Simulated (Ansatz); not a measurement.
Given:

SiO$_{2}$:
```cif
data_O2Si
_chemical_formula_sum 'Si1 O2'
_space_group_name_H-M_alt 'P 1'
_space_group_IT_number 1
_cell_length_a 2.69841
_cell_length_b 2.69841
_cell_length_c 5.54425
_cell_angle_alpha 90.000
_cell_angle_beta 90.000
_cell_angle_gamma 120.000
loop_
_space_group_symop_operation_xyz
  'x, y, z'
loop_
_atom_site_label
_atom_site_type_symbol
_atom_site_fract_x
_atom_site_fract_y
_atom_site_fract_z
_atom_site_occupancy
Si1 Si 0.00000 0.00000 0.00000 1
O1 O 0.33333 0.66667 0.16517 1
O2 O 0.66667 0.33333 0.83483 1
```

This is the PBE-relaxed structure.

**Question.** All from PBE in the plane-wave PAW code Ansatz, unless another level is named. Estimate the electron effective mass.

**Answer.** 0.39, 0.39, 0.86 mₑ (principal values).

**Question.** Predict the band gap.

**Answer.** 6.25 eV (indirect).

**Question.** What about the weight of the valence-edge state by species (Voronoi cells)?

**Answer.** O 96 %, Si 4 %.

**Question.** Give the valence-band maximum.

**Answer.** on the K–Γ line, 61 % of the way from K.

**Question.** Predict the conduction-band minimum.

**Answer.** at Γ.

**Question.** Next, the weight of the conduction-edge state by species (Voronoi cells)?

**Answer.** O 68 %, Si 32 %.

Space group P-3m1 (CdI2 type). The cell is a constructed one: a structure type filled with these elements; neither database checked (COD, Materials Project) lists it. It is not the phase usual at ambient conditions (space group No. 92, 152, 154). The PBE relaxation kept the symmetry of its start; whether a distortion lowers the energy is not shown. A crystal of weakly bound layers computed without a dispersion correction: the cell and the soft elastic constants depend strongly on that.

Potentials: the later of the program's two PAW sets.
